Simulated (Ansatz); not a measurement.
Ga: clamped-ion strain scan

The calculation used Ansatz, DFT PBEsol, scalar-relativistic, plane waves, PAW. Cutoff 420 eV, Γ-centred 24×24×24 k-points, Gaussian smearing of 0.15 eV. No spin polarisation. Energies are free energies at this smearing, counted from the undisturbed cell; pressure is positive in compression.

Reference structure (as given, not relaxed at this level; it stands at 0.5 GPa; this form isn't the usual structure):

```
Ga
1.0
    -1.40400    1.40400    2.22900
     1.40400   -1.40400    2.22900
     1.40400    1.40400   -2.22900
Ga
1
Direct
  0.00000 0.00000 0.00000
```

The cell is strained by ε times the Voigt pattern (0, 1, 0, 0, 0, 0) (xx, yy, zz, yz, xz, xy; engineering shear) with fractional coordinates fixed. The cell is metallic on the mesh throughout.

| ε | ΔE (meV/atom) | stress summed along the pattern (GPa, tension positive) | pressure (GPa) |
| --- | --- | --- | --- |
| -0.0200 | 2.6 | -2.10 | 1.8 |
| -0.0150 | ? | -1.60 | ? |
| -0.0100 | 0.9 | -1.15 | 1.1 |
| -0.0050 | 0.3 | -0.78 | 0.8 |
| 0.0000 | 0.0 | -0.48 | 0.5 |
| 0.0050 | -0.2 | -0.21 | 0.2 |
| 0.0100 | -0.2 | ? | ? |
| 0.0150 | ? | ? | -0.4 |
| 0.0175 | 0.0 | 0.62 | -0.5 |
| 0.0200 | 0.2 | 0.83 | -0.7 |

Question: Give the withheld values.

Answer: ΔE (meV/atom) at ε = -0.0150: 1.6; pressure (GPa) at ε = -0.0150: 1.4; stress summed along the pattern (GPa, tension positive) at ε = 0.0100: 0.08; pressure (GPa) at ε = 0.0100: -0.1; ΔE (meV/atom) at ε = 0.0150: -0.1; stress summed along the pattern (GPa, tension positive) at ε = 0.0150: 0.43.